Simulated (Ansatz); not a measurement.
## Si (I4/mmm), two-dimensional strain map

Level of theory: DFT LDA, scalar-relativistic, plane waves, PAW in Ansatz 0.2.0. Cutoff 420 eV, Γ-centred 10×10×10 k-points, Gaussian smearing of 0.03 eV. No spin polarisation. Energies are free energies at this smearing, counted from the undisturbed cell; pressure is positive in compression.

Zero of the scan (relaxed at this level; this form isn't the usual structure):

```yaml
crystal:
  lattice:
    - [-3.30127, 3.30127, 1.90836]
    - [3.30127, -3.30127, 1.90836]
    - [3.30127, 3.30127, -1.90836]
  atoms:
    - { symbol: Si, position: [0.17884, 0.17884, 0.35769] }
    - { symbol: Si, position: [0.82116, 0.82116, 0.64231] }
    - { symbol: Si, position: [0.17884, 0.82116, 0.00000] }
    - { symbol: Si, position: [0.82116, 0.17884, 0.00000] }
```

The cell is strained by p along both x and y and by q along z, fractional coordinates fixed. Points are written (p, q).

p was sampled at -0.030, -0.015, 0.000, 0.015, 0.030 and q at -0.030, -0.015, 0.000, 0.015, 0.030.

Where on the computed points is the energy highest, and how high?

At (-0.030, -0.030): 51.7 meV/atom.

Away from (0, 0), which computed point is lowest?

(0.000, 0.015): 3.1 meV/atom.

The map, in meV/atom:

```
 p \ q  -0.030  -0.015  0.000  0.015  0.030
-0.030    51.7    37.1   29.8   28.9   34.2
-0.015    24.8    12.4    7.3    8.6   15.7
 0.000    13.5     3.2    0.0    3.1   12.0
 0.015    16.2     7.8    6.4   11.1   21.4
 0.030    31.1    24.6   24.7   30.8   42.4
```